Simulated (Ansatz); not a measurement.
Geometry optimisation in Ansatz: input, command and trajectory.

```yaml
crystal:
  lattice:
    - [2.8833918311, -3.989640591, 0.0]
    - [2.8833918311, 3.989640591, 0.0]
    - [0.0, 0.0, 2.9390351515]
  atoms:
    - { symbol: Ti, position: [0.0, 0.0, 0.5] }
    - { symbol: Ti, position: [0.5, 0.0, 0.0] }
    - { symbol: Ti, position: [0.0, 0.5, 0.0] }
    - { symbol: O, position: [0.7627833111, 0.7627833111, 0.0] }
    - { symbol: O, position: [0.2588765549, 0.7411234451, 0.5] }
    - { symbol: O, position: [0.2372166889, 0.2372166889, 0.0] }
    - { symbol: O, position: [0.7411234451, 0.2588765549, 0.5] }
basis:
  ecutwfc: 420
kpoints:
  mp_grid: { grid: [8, 8, 12] }
hamiltonian:
  xc: pbesol
scf:
  occupations: { method: gaussian, width: 0.1 }
output:
  forces: true
  stress: true
  eigenvalues: true
relax:
  adjacent_minimum: "off"
  f_tol: 0.01
  max_steps: 30
  cell: { stress_tol: 0.1, fix: [volume] }
```

```bash
ansatz run input.yaml --threads 2 --pin off --max-ram 5120MiB --backend cpu --events-out ev --progress --plain --runs-dir out
```

Method: Ansatz, DFT PBEsol, scalar-relativistic, plane waves, PAW.

The volume is held at 0.97 times that of the relaxed cell.

Of 4 frames 3 are shown, positions in Å and forces in eV/Å; the SCF threshold varies from step to step. Steps run on the plane waves of an earlier cell, with a Pulay correction in the pressure. The basis is chosen afresh for the last frame, the zero of the energies, and at times for earlier ones too; energy and pressure can step there, also at an unchanged geometry. Where two frames share a geometry here, they differ by under 2 meV/atom and 0.3 GPa.

```xyz
7
Lattice="2.8834 -3.9896 0.0000 2.8834 3.9896 0.0000 0.0000 0.0000 2.9390" Properties=species:S:1:pos:R:3:forces:R:3 pbc="T T T" step=1 free_energy_over_end_meV_per_atom=1.38 pressure_GPa=7.90
Ti    0.0000    0.0000    1.4695    0.0000    0.0000    0.0000
Ti    1.4417   -1.9948    0.0000    0.0000    0.0000    0.0000
Ti    1.4417    1.9948    0.0000    0.0000    0.0000    0.0000
O     4.3988    0.0000    0.0000   -0.3226    0.0000    0.0000
O     2.8834    1.9240    1.4695    0.0000   -0.2281    0.0000
O     1.3680    0.0000    0.0000    0.3226    0.0000    0.0000
O     2.8834   -1.9240    1.4695    0.0000    0.2281    0.0000
7
Lattice="2.8765 -3.9928 0.0000 2.8765 3.9928 0.0000 0.0000 0.0000 2.9437" Properties=species:S:1:pos:R:3:forces:R:3 pbc="T T T" step=2 free_energy_over_end_meV_per_atom=0.16 pressure_GPa=6.89
Ti    0.0000    0.0000    1.4719    0.0000    0.0000    0.0000
Ti    1.4382   -1.9964    0.0000    0.0000    0.0000    0.0000
Ti    1.4382    1.9964    0.0000    0.0000    0.0000    0.0000
O     4.3752    0.0000    0.0000   -0.1100    0.0000    0.0000
O     2.8765    1.9175    1.4719    0.0000   -0.0781    0.0000
O     1.3778    0.0000    0.0000    0.1100    0.0000    0.0000
O     2.8765   -1.9175    1.4719    0.0000    0.0781    0.0000
7
Lattice="2.8740 -3.9933 0.0000 2.8740 3.9933 0.0000 0.0000 0.0000 2.9459" Properties=species:S:1:pos:R:3:forces:R:3 pbc="T T T" step=4 free_energy_over_end_meV_per_atom=0.00 pressure_GPa=6.39
Ti    0.0000    0.0000    1.4729    0.0000    0.0000    0.0000
Ti    1.4370   -1.9967    0.0000    0.0000    0.0000    0.0000
Ti    1.4370    1.9967    0.0000    0.0000    0.0000    0.0000
O     4.3650    0.0000    0.0000   -0.0028    0.0000    0.0000
O     2.8740    1.9132    1.4729    0.0000   -0.0014    0.0000
O     1.3830    0.0000    0.0000    0.0028    0.0000    0.0000
O     2.8740   -1.9132    1.4729    0.0000    0.0014    0.0000
```

The run took 22 s on 2 threads of Intel(R) Xeon(R) 6975P-C (Granite Rapids) (shared host), peak memory 0.61 GiB.

Spin polarisation was left out, and a magnetic state may lie lower.